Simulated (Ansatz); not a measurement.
Take a crystal in which Cs has been replaced by Na on all its sites, with the cell rescaled by a rough guess (in some cases also distorted within its space group) and nothing relaxed:

```yaml
crystal:
  lattice:
    - [-2.44756, 2.44756, 2.44756]
    - [2.44756, -2.44756, 2.44756]
    - [2.44756, 2.44756, -2.44756]
  atoms:
    - { symbol: Na, position: [0.00000, 0.00000, 0.00000] }
```

The calculation used Ansatz 0.2.0, DFT PBEsol, scalar-relativistic, plane waves, PAW.

Settings: cutoff 420 eV, Γ-centred mesh 12×12×12 on the computed 1-atom cell, Gaussian smearing of 0.10 eV; no spin polarisation.

Problem. Will this cell want to expand or contract, and how hard?

Solution. The pressure is -1.6 GPa (positive in compression), so the cell would contract.

Problem. Is it a metal on this mesh?

Solution. Yes, a band crosses the Fermi level.